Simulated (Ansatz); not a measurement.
# Si2W: from a starting cell to a relaxed one

The start is a randomly generated symmetric cell of Si2W (space group No. 12). The cell and all atomic positions are relaxed at zero pressure with PBEsol (plane waves to 420 eV, PAW, scalar-relativistic; Ansatz, a first-principles code). The first steps use a coarse 6×6×5 k-mesh.

The start:
```
CELL_PARAMETERS angstrom
      2.90905    -3.09814     0.00000
      2.90905     3.09814     0.00000
     -2.52325     0.00000     4.89866
ATOMIC_POSITIONS crystal
  Si 0.56815 0.56815 0.26395
  Si 0.43185 0.43185 0.73605
  Si 0.50000 0.00000 0.00000
  Si 0.00000 0.50000 0.00000
  W  0.50000 0.00000 0.50000
  W  0.00000 0.50000 0.50000
```

Outcome: The space group goes from C2/m (No. 12) to Cmmm (No. 65), with 6 atoms in the primitive cell
Volume change: +10.5 %, from 14.72 to 16.26 Å³/atom
Shortest distances (start → end): The closest pairs of elements (up to four, under 3.6 Å), start → end: Si–W 1.99 → 2.52 Å; Si–Si 2.34 → 2.45 Å; W–W 2.91 → 2.77 Å
Band gap at the end: no gap (metallic)
Optimiser moves: 23

Final values are on a 11×11×9 k-mesh of the relaxed cell. The start holds a very short contact (Si–W 1.99 Å). No spin polarisation in the result.

The run could not lower the symmetry of its start; a shaken copy of this end point relaxes with PBEsol to Pmc2₁ (No. 26), 0.37 eV/atom lower.

The relaxed structure here is a generated cell of Si2W: the first start was made by a random draw of sites in a space group, and the end was not matched to a known phase here, so it may be hypothetical. Known forms of Si2W include space group No. 139.
